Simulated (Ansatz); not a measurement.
Relaxed WC (WC type, space group P-6m2):

```
WC
1.0
    2.92185     0.00000     0.00000
   -1.46093     2.53040     0.00000
    0.00000     0.00000     2.84710
W C
1 1
Cartesian
  0.00000   0.00000   0.00000
  1.46093   0.84347   1.42355
```

In each cell atom 2 (C, nearest neighbour W at 2.207 Å; its periodic images, 2.8 Å or more away, move with it) moves by s·(-0.662, -0.382, -0.645) (towards the nearest neighbour), the rest being held.

The numbers are results of PBE (plane waves to 420 eV, PAW, scalar-relativistic; Ansatz, a quantum-chemistry and plane-wave program), not measurements. k mesh 15×15×13 (Γ-centred), Fermi-Dirac smearing 0.05 eV. Energies are smeared free energies. Left out: 1 of 11 points, with atoms too close for the PAW data. With partly filled bands, energies and forces of such displacements shift with the k mesh and the smearing. F∥ is the force on the atom along that direction. Spin-orbit coupling is left out, though W is heavy. WC is run without spin polarisation. WC was relaxed with its symmetry unable to fall. ΔE is measured from the undisplaced structure.

Question: Estimate the ΔE (meV/cell) and F∥ (eV/Å) for s (Å) = -0.264, -0.176, 0.088, 0.264, 0.352.

Answer: 
| s (Å) | ΔE (meV/cell) | F∥ (eV/Å) |
|---|---|---|
| -0.264 | 493 | 3.769 |
| -0.176 | 218 | 2.486 |
| 0.088 | 57 | -1.308 |
| 0.264 | 561 | -4.632 |
| 0.352 | 1066 | -6.955 |

(A displaced cell: forces are minus the slopes of the energy, force constants its curvatures, and phonons follow from these.)
